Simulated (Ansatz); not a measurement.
The calculation used DFT PBEsol, scalar-relativistic, plane waves, PAW in Ansatz.

Structure of ZrSnTe:

```
CELL_PARAMETERS angstrom
4.04185 0.00000 0.00000
0.00000 4.04185 0.00000
0.00000 0.00000 8.68420
ATOMIC_POSITIONS crystal
Zr 0.50000 0.00000 0.26458
Zr 0.00000 0.50000 0.73542
Sn 0.00000 0.00000 0.00000
Sn 0.50000 0.50000 0.00000
Te 0.50000 0.00000 0.61829
Te 0.00000 0.50000 0.38171
```

Plane waves to 420 eV, a k mesh through Γ of 10×10×4 on the computed 6-atom cell and Gaussian smearing (0.10 eV); no spin polarisation.

Levels along Γ–X–M–Γ–Z–R–A–Z | X–R | M–A, in eV from the Fermi level, sorted by energy at each point. Points in fractions of the primitive reciprocal vectors: Γ (0.000 0.000 0.000), X (0.000 0.500 0.000), M (0.500 0.500 0.000), Z (0.000 0.000 0.500), R (0.000 0.500 0.500), A (0.500 0.500 0.500).
```tsv
point	k (1/Å, with 2π)	band 39	band 40	band 41	band 42	band 43	band 44	band 45
Γ	0.000	-1.96	-1.14	-1.14	-0.47	0.06	0.10	0.60
-	0.111	-2.10	-1.28	-1.17	-0.47	0.14	0.32	0.47
-	0.222	-1.78	-1.61	-1.15	-0.49	0.28	0.39	0.53
-	0.333	-2.00	-1.41	-1.09	-0.51	0.34	0.40	0.48
-	0.444	-1.94	-1.27	-1.09	-0.40	0.26	0.43	0.71
-	0.555	-1.55	-1.40	-1.22	-0.09	0.08	0.62	0.94
-	0.666	-1.57	-1.39	-1.10	-0.23	0.31	0.77	1.19
X	0.777	-1.55	-1.55	-0.65	-0.65	0.65	0.65	1.47
-	0.888	-1.58	-1.58	-1.02	-1.02	0.87	0.87	1.46
-	0.999	-1.91	-1.91	-1.53	-1.53	1.17	1.17	1.47
-	1.110	-2.66	-2.66	-1.69	-1.69	1.31	1.31	1.57
-	1.221	-2.94	-2.94	-1.82	-1.82	1.40	1.40	1.69
-	1.333	-3.05	-3.05	-1.94	-1.94	1.56	1.56	1.77
-	1.444	-3.15	-3.15	-2.02	-2.02	1.74	1.74	1.82
M	1.554	-3.19	-3.19	-2.04	-2.04	1.83	1.83	1.84
-	1.712	-3.17	-3.06	-2.00	-1.97	1.55	1.65	1.86
-	1.869	-3.02	-2.80	-1.85	-1.77	1.25	1.30	1.83
-	2.026	-2.53	-1.58	-1.48	-1.47	0.74	1.41	1.58
-	2.183	-2.44	-1.17	-1.13	-0.21	0.08	1.09	1.35
-	2.340	-2.51	-0.91	-0.79	-0.72	0.30	0.56	1.03
-	2.497	-1.81	-1.68	-0.98	-0.50	0.25	0.42	0.47
Γ	2.654	-1.96	-1.14	-1.14	-0.47	0.06	0.10	0.60
-	2.705	-1.97	-1.14	-1.14	-0.54	0.08	0.11	0.60
-	2.757	-2.00	-1.13	-1.13	-0.72	0.14	0.15	0.60
-	2.809	-2.04	-1.12	-1.12	-0.99	0.22	0.22	0.60
-	2.861	-2.09	-1.32	-1.11	-1.11	0.32	0.32	0.60
-	2.912	-2.13	-1.69	-1.10	-1.10	0.41	0.41	0.60
-	2.964	-2.15	-2.06	-1.10	-1.10	0.47	0.48	0.60
Z	3.015	-2.37	-2.17	-1.10	-1.10	0.50	0.51	0.60
-	3.127	-2.24	-1.95	-1.25	-1.19	0.46	0.55	0.69
-	3.238	-2.13	-1.56	-1.47	-1.11	0.33	0.36	0.89
-	3.349	-2.05	-1.79	-1.13	-0.76	0.23	0.24	0.77
-	3.460	-1.93	-1.64	-1.04	-0.33	0.17	0.37	0.79
-	3.571	-1.78	-1.25	-1.13	0.13	0.14	0.65	1.01
-	3.682	-1.62	-1.28	-0.79	-0.01	0.59	0.89	1.38
R	3.793	-1.45	-1.45	-0.34	-0.34	0.90	0.90	1.42
-	3.904	-1.58	-1.58	-0.62	-0.62	1.00	1.00	1.28
-	4.015	-1.99	-1.99	-1.13	-1.13	0.92	0.92	1.39
-	4.126	-2.56	-2.56	-1.57	-1.57	0.90	0.90	1.55
-	4.237	-2.85	-2.85	-1.91	-1.91	1.00	1.00	1.67
-	4.348	-2.88	-2.88	-2.14	-2.14	1.14	1.14	1.76
-	4.459	-2.92	-2.92	-2.21	-2.21	1.23	1.23	1.81
A	4.570	-3.02	-3.02	-2.20	-2.20	1.24	1.24	1.84
-	4.727	-3.02	-2.75	-2.28	-2.15	1.19	1.24	1.74
-	4.884	-2.92	-2.22	-2.19	-2.02	1.11	1.13	1.53
-	5.041	-2.69	-2.00	-1.84	-1.30	1.20	1.20	1.22
-	5.198	-2.03	-1.92	-1.68	-0.48	0.61	1.26	1.26
-	5.355	-1.84	-1.69	-1.66	-0.28	-0.05	0.72	1.09
-	5.512	-1.96	-1.95	-1.46	-1.06	0.32	0.56	0.86
Z	5.669	-2.37	-2.17	-1.10	-1.10	0.50	0.51	0.60
X	5.669	-1.55	-1.55	-0.65	-0.65	0.65	0.65	1.47
-	5.721	-1.54	-1.54	-0.64	-0.64	0.66	0.66	1.51
-	5.773	-1.51	-1.51	-0.60	-0.60	0.68	0.68	1.60
-	5.824	-1.49	-1.49	-0.54	-0.54	0.73	0.73	1.69
-	5.876	-1.47	-1.47	-0.47	-0.47	0.78	0.78	1.74
-	5.928	-1.46	-1.46	-0.41	-0.41	0.84	0.84	1.57
-	5.979	-1.45	-1.45	-0.35	-0.35	0.88	0.88	1.46
R	6.031	-1.45	-1.45	-0.34	-0.34	0.90	0.90	1.42
M	6.031	-3.19	-3.19	-2.04	-2.04	1.83	1.83	1.84
-	6.083	-3.18	-3.18	-2.05	-2.05	1.82	1.82	1.84
-	6.134	-3.17	-3.17	-2.07	-2.07	1.80	1.80	1.84
-	6.186	-3.14	-3.14	-2.10	-2.10	1.73	1.73	1.84
-	6.238	-3.11	-3.11	-2.13	-2.13	1.60	1.60	1.84
-	6.289	-3.08	-3.08	-2.17	-2.17	1.42	1.42	1.84
-	6.341	-3.05	-3.05	-2.19	-2.19	1.29	1.29	1.84
A	6.393	-3.02	-3.02	-2.20	-2.20	1.24	1.24	1.84
```

Spin-orbit coupling is left out, which matters for the bands of heavy elements.

Cost: 1 run of about 1.4 core-minutes, on Intel Xeon 6975P-C (Granite Rapids) (shared hosts).